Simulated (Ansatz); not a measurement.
This run works on a generated trial structure, not on a known crystal.

Input and command of a plane-wave DFT calculation in Ansatz:

```yaml
crystal:
  lattice:
    - [3.61265083, 0.0, 0.0]
    - [-1.00038374, 3.94893429, 0.0]
    - [-1.73933919, -1.6330467, 4.31833568]
  atoms:
    - { symbol: Dy, position: [0.5, 0.5, 0.0] }
    - { symbol: C, position: [0.88993446, 0.20029348, 0.59943844] }
    - { symbol: C, position: [0.11006554, 0.79970652, 0.40056156] }
    - { symbol: C, position: [0.5, 0.5, 0.5] }
basis:
  ecutwfc: 630
kpoints:
  mp_grid: { grid: [6, 5, 5] }
hamiltonian:
  xc: pbe
  pseudopotentials:
    kind: paw
    azcp: { Dy: "pseudopotentials/pbe/nc/lanthanide_3plus/Dy.nc.azcp" }
scf:
  occupations: { method: gaussian, width: 0.2 }
  lower_state_search: "off"
output:
  forces: true
  stress: true
  eigenvalues: true
relax:
  adjacent_minimum: "off"
  f_tol: 0.08
  max_steps: 16
  cell: { stress_tol: 0.8 }
```

```bash
ansatz run input.yaml --threads 1 --pin off --max-ram 2816MiB --backend cpu --events-out ev --progress --plain --runs-dir out
```

Processor: Arm Neoverse V1, 1 thread, on a host shared with other jobs.

Question: How long does it run, and how much memory does it take?

Answer: About 2.8 min, peak memory 0.4 GiB. It solves 16 bands at 76 k points (after reduction by symmetry) with about 1747 plane waves (on the last cell), in 101 SCF iterations over 15 ionic steps.

With its 4f electrons in the core of a norm-conserving potential, the lanthanide is trivalent by construction, without f bands, f moments or other valences.
